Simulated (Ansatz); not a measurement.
According to DFT-LDA in the program Ansatz with PAW potentials, Ga in the α-Ga structure (Cmce) relaxes to a = 4.424 Å, b = 7.493 Å, c = 4.434 Å.

Electronic character: metallic (no gap).

The LDA relaxation kept the symmetry of its start. Axis ratios of metals converge slowly with the k-mesh, so a and c are less sure than the volume. Scalar-relativistic: spin–orbit coupling is off unless named, which matters more the heavier the elements.

Potentials: the earlier of the program's two PAW sets.
